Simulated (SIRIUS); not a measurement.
Set-up for a self-consistent single point of Si2Ni (Fm-3m, 12 atoms in the cell; from Materials Project mp-2291, changed as shown).

```xyz
12
Lattice="5.2401 0.0000 0.0000 0.0000 5.2401 0.0000 0.0000 0.0000 5.2401" Properties=species:S:1:pos:R:3 pbc="T T T"
Si     1.3100     3.9300     3.9300
Si     1.3100     1.3100     3.9300
Si     1.3100     1.3100     1.3100
Si     1.3100     3.9300     1.3100
Si     3.9300     3.9300     1.3100
Si     3.9300     1.3100     1.3100
Si     3.9300     1.3100     3.9300
Si     3.9300     3.9300     3.9300
Ni     0.0000     0.0000     0.0000
Ni     0.0000     2.6200     2.6200
Ni     2.6200     0.0000     2.6200
Ni     2.6200     2.6200     0.0000
```

Computed with PBE, GBRV PBE ultrasoft pseudopotentials (plane waves; SIRIUS).

SIRIUS settings:

| key | value |
|---|---|
| parameters.ngridk | 8 8 8 |
| parameters.xc_functionals | [XC_GGA_X_PBE, XC_GGA_C_PBE] |
| parameters.gk_cutoff | 6.325 1/bohr |
| parameters.pw_cutoff | 14.143 1/bohr |
| parameters.smearing | fermi_dirac |
| parameters.smearing_width | 0.00367493 Ha |
| potentials | GBRV PBE ultrasoft pseudopotentials |
| parameters.electronic_structure_method | pseudopotential |
| parameters.num_bands | 62 |
| parameters.num_mag_dims | 0 |
| parameters.num_dft_iter | 100 |
| parameters.energy_tol | 1e-07 Ha |
| parameters.density_tol | 1e-06 |
| mixer.type | broyden2 |
| mixer.beta | 0.3 |
| mixer.use_hartree | false |

Results:

```
Property                                                  Result
------------------------------------------------  --------------
Number of valence electrons                                  104
Number of bands                                               62
Number of k-points after the program's reduction              35
Number of plane waves (most at a k-point)                   4224
Number of SCF iterations                                      31
FFT grid                                            48 × 48 × 48
Free energy E − TS                                -19729.5262 eV
Fermi level (on the code's own zero)                    14.95 eV
Pressure                                               19.64 GPa
```

Stress (GPa, positive for compression):
```
19.64   0.00   0.00
 0.00  19.64   0.00
 0.00   0.00  19.64
```

For comparison: a first run was changed to give this one (lattice scaled by 0.98), and from it to this one the free energy goes up by 70.5 meV/atom and the pressure goes from 7.04 to 19.64 GPa.

The run has no spin polarisation, so moments on Ni cannot form. The structure comes from a collection of computed structures, made at another level of theory; the collection holds predicted forms beside known ones. Its lattice was then scaled.

Cost on one core: around 4 core-minutes (rough).
